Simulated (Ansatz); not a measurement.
CaZn (Pm-3m), stationary points along a deformation path

These are results of DFT r2SCAN, scalar-relativistic, plane waves, PAW in Ansatz 0.2.0, not measurements. The runs took a 500 eV cutoff, a Γ-centred 14×14×14 mesh and Gaussian smearing (0.15 eV). No spin polarisation. Energies are free energies at this smearing, counted from the undisturbed cell; pressure is positive in compression.

The undisturbed cell (as given, not relaxed at this level; it stands at 0.2 GPa, and it needn't be the usual structure):

```xyz
2
Lattice="3.6487 0.0000 0.0000 0.0000 3.6487 0.0000 0.0000 0.0000 3.6487" Properties=species:S:1:pos:R:3 pbc="T T T"
Ca    0.0000    0.0000    0.0000
Zn    1.8243    1.8243    1.8243
```

At fixed volume and fractional coordinates, lengths along (0.577, 0.577, 0.577) are scaled against those across it; ρ is that ratio over its starting value. V = 24.287 Å³/atom. Δσ is the stress along the axis less the mean stress across it (compression positive).

| ρ | ΔE (meV/atom) | Δσ (GPa) | space group |
| --- | --- | --- | --- |
| 0.500 | 2995.8 | 120.22 | R-3m |
| 0.600 | 1340.4 | 64.81 | R-3m |
| 0.710 | 516.4 | 34.24 | R-3m |
| 1.000 | 0.0 | 0.00 | Pm-3m |
| 1.410 | 222.3 | -6.73 | R-3m |
| 2.000 | 288.2 | 0.00 | Fm-3m |

Problem. How does the stress give the slope of the energy, and where is the energy stationary?

Solution. Along the path d ln(length) is 2/3 d ln ρ on the axis and −1/3 d ln ρ across it, so dE/d ln ρ = −(2/3) V Δσ: the energy falls with ρ where Δσ is positive. Δσ vanishes or changes sign at ρ = 1.000 (Pm-3m), a minimum at 0.0 meV/atom; at ρ = 2.000 (Fm-3m, an end of the scan), at 288.2 meV/atom. Pairs of stationary points between two samples would go unseen, and could change a minimum read from distant neighbours into a maximum. At ρ = 1.000, 2.000 the cell is cubic, where symmetry alone makes the stress isotropic and the slope zero.

In a metal these slopes depend on the k mesh and the smearing.